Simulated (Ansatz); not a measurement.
This is a single-point calculation with the plane-wave code Ansatz on a free-standing 2H monolayer of MoTe2; the level of theory is HSE06. The cell was relaxed with r2SCAN and then strained (in-plane biaxial -3.0 %), with the atoms relaxed again with r2SCAN; k points keep the names of the unstrained zone.

The input:
```yaml
crystal:
  lattice:
    - [3.4545206481, 0.0, 0.0]
    - [-1.727260324, 2.9917026392, 0.0]
    - [0.0, 0.0, 31.5341825584]
  atoms:
    - { symbol: Mo, position: [0.3333333333, 0.6666666667, 0.2854045759] }
    - { symbol: Te, position: [0.6666666667, 0.3333333333, 0.3434055436] }
    - { symbol: Te, position: [0.6666666667, 0.3333333333, 0.2274036083] }
  periodic: [true, true, false]
kpoints:
  mp_grid: { grid: [6, 6, 1] }
  band_path:
    path:
      - [0.0, 0.0, 0.0]
      - [0.5, 0.0, 0.0]
      - [0.3333333333, 0.3333333333, 0.0]
      - [0.190104, 0.190104, 0.0]
    npoints: 1
hamiltonian:
  xc: hse06
scf:
  occupations: { method: fixed }
  n_extra_bands: 4
output:
  forces: true
  stress: true
  eigenvalues: true
```

Command: `ansatz run input.yaml --threads 4 --pin off --max-ram 5529MiB --backend cpu --events-out ev --progress --plain --runs-dir out`. It took 88 s on 4 threads of Arm Neoverse V2 (shared host); peak host memory 4.2 GiB.

The log, with set-up remarks and timings taken out:
```
Pseudopotential: Mo, paw, valence charge 14, recommended cutoff 420 eV (normal)
Pseudopotential: Te, paw, valence charge 16, recommended cutoff 420 eV (normal)
Functional definition: HSE06
Crystal: 3 atoms, lattice volume = 325.903 Å³
Basis set: ecut = 420 eV, 6309 PW (Γ)
Bands: 27, of which v1, the nominal top of the filled ones, is band 23 counted from 1 (22 counted from 0)
Symmetry: 12 space group operations
Space group: P-6m2 (ITA 187)
k-points: 7 of 36 (time reversal used)
Exchange kernel: α = 0.2500, screened, ω = 0.2079 Å⁻¹, Wigner–Seitz truncation, v(0) = 1045.9082 eV·Å³, q-mesh 6×6×1
preconditioner: auto → none  [insulator: Δε(μ)=1.629 eV  ℏωp=8.7 eV]
hybrid outer 1: dexx = +8.686e-3 eV, tail = 1.12e-4 eV
hybrid outer 2: dexx = +8.715e-7 eV, tail = 1.69e-8 eV, Δε = 9.85e-4 eV, ΔF = 2.09e-3 eV/Å
NSCF: frozen V_eff on 4 k-points
hybrid SCF converged: 2 outer / 13 inner (+5 warm-up)
Free energy (F): -18927.542859 eV
Fermi energy:    -5.117579 eV
--- Forces (eV/Å), atoms counted from 1 ---
  atom   1  Mo      0.00000      0.00000      0.00000
  atom   2  Te      0.00000      0.00000    -0.30725
  atom   3  Te      0.00000      0.00000      0.30725
--- 2D stress c σ (N/m, compression-positive) ---
        1.448660       0.000000       0.000000
        0.000000       1.448660       0.000000
        0.000000       0.000000       0.000000
  P = ½ c Tr σ = 1.4487 N/m
```

Levels at the listed points, from bands.tsv (eV from the Fermi energy, bands near the gap, counted from 0):
```tsv
# k_distance	band_18	band_19	band_20	band_21	band_22	band_23	band_24	band_25	band_26
# fermi_ev = -5.117579
# [0, 0, 0] at k_distance = 0.000000
# [0.5, 0, 0] at k_distance = 1.050102
# [0.3333333333, 0.3333333333, 0] at k_distance = 1.656379
# [0.190104, 0.190104, 0] at k_distance = 2.177398
# levels_relative_to = fermi_ev
0.000	-1.840	-1.840	-0.869	-0.869	-0.808	3.984	3.984	4.304	4.304
1.050	-3.887	-2.590	-2.134	-0.981	-0.177	2.119	2.419	4.017	4.511
1.656	-4.452	-3.571	-3.359	-2.199	0.000	1.788	2.246	3.338	5.124
2.177	-3.851	-3.175	-2.059	-1.262	-0.535	1.603	2.465	2.632	4.221
```
In order the rows are Γ, M, K, Γ–K (0.57).

HSE06 gives an indirect gap of 1.60 eV, from K to Γ–K (0.57 of the way from Γ); the least direct gap is 1.79 eV at K. With the atoms held, the mean in-plane stress is +1.4 N/m (compression positive). The stress of a hybrid is loosely converged here. The largest force is 0.31 eV/Å.

Spin-unpolarised throughout; all numbers are computed.

Spin-orbit coupling is left out, which matters wherever the heavy atoms make up the band edges.

The meshes of the hybrids are coarse, so their gaps aren't converged to the digits shown.
